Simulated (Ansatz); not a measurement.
BP (zinc blende)

```
BP
1.0
    0.00000     4.53657     4.53657
    2.26828     2.26828     4.53657
    2.26828     2.26828     0.00000
P B
2 2
Direct
  0.00000   0.75000   0.75000
  0.50000   0.75000   0.75000
  0.00000   0.00000   0.00000
  0.50000   0.00000   0.00000
```

The atoms are displaced by Q × the pattern below (from a DFPT mode at X = (0.5, 0.5, 0.0), largest move 1; Q in Å), at fixed cell. (q is in reciprocal vectors of the primitive cell; the cell shown is doubled to hold the pattern.)

```json
[
 {"atom": "P1", "x": "0.000", "y": "0.000", "z": "-1.000"},
 {"atom": "P2", "x": "0.000", "y": "0.000", "z": "1.000"}
]
```

Atoms not listed stay in place.

Calculation: r2SCAN (plane waves to 500 eV, PAW, scalar-relativistic; Ansatz, a quantum-chemistry and plane-wave program). k mesh 12×12×12 (Γ-centred), Fermi-Dirac smearing 0.05 eV. E stands for the smeared free energy. BP was relaxed with its symmetry unable to fall. ΔE is measured from the undisplaced structure.

### Question
Predict the ΔE (eV/cell) at Q (Å) = -0.180, -0.060, -0.030, 0.090, 0.180.

### Answer
```csv
Q (Å),ΔE (eV/cell)
-0.180,1.064
-0.060,0.120
-0.030,0.030
0.090,0.269
0.180,1.064
```

(For displaced atoms, the force is minus the slope of the energy, and its curvature is a force constant, which sets phonon frequencies.)
